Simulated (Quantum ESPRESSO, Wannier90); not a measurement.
# Tight-binding from DFT: TlCl (rock salt)

```
CELL_PARAMETERS angstrom
      0.00000     3.21955     3.21955
      3.21955     0.00000     3.21955
      3.21955     3.21955     0.00000
ATOMIC_POSITIONS crystal
  Tl 0.00000 0.00000 0.00000
  Cl 0.50000 0.50000 0.50000
```

Materials Project entry mp-569639; symmetrised, unrelaxed at this level. Not found in the COD (Crystallography Open Database) copy used, which has the formula in other groups; not checked further. Computed values, not measurements, from PBEsol: Quantum ESPRESSO (norm-conserving PseudoDojo potentials, cutoff 50 Ry, no spin polarisation, no spin-orbit coupling) on a Γ-centred 8×8×8 mesh, then Wannier90. Density: 8×8×8 mesh, cold smearing 0.01 Ry. Spin-orbit coupling is left out although heavy elements are present.

Valence charges of the files: Tl 13, Cl 7. 20 bands were computed.

Isolated groups of bands, relative to the valence-band maximum (bands from 11 on overlap up to the last one computed):

| bands | from (eV) | to (eV) | filling | weight on atomic waves |
|---|---|---|---|---|
| 1 | -13.80 | -13.63 | filled | Cl 3s 90 %, Tl 6p 8 % |
| 2–6 | -9.76 | -9.60 | filled | Tl 5d 99 % |
| 7 | -5.06 | -3.58 | filled | Tl 6s 68 %, Cl 3p 26 %, Tl 6p 4 % |
| 8–10 | -3.08 | 0.00 | filled | Cl 3p 81 %, Tl 6s 9 %, Tl 6p 9 % |

Wanted is a model with the orbitals Tl s p, Cl s p, without the filled groups that are mainly made of other shells (semicore states, and anion s where it isn't named); all higher bands stay in for disentanglement.

Task: Give num_wann, exclude_bands and num_bands, and the number of electrons that the model holds.

Result: Electrons: 1×13 + 1×7 = 20, which fill 10 bands.
num_wann = 1×4 + 1×4 = 8.
exclude_bands = 2-6, 5 bands, so num_bands = 20 − 5 = 15.
The model holds 20 − 2×5 = 10 electrons. With the window frozen to 3.79 eV it follows pw.x to 2.0 meV rms (states up to 3.3 eV relative to the valence-band maximum).
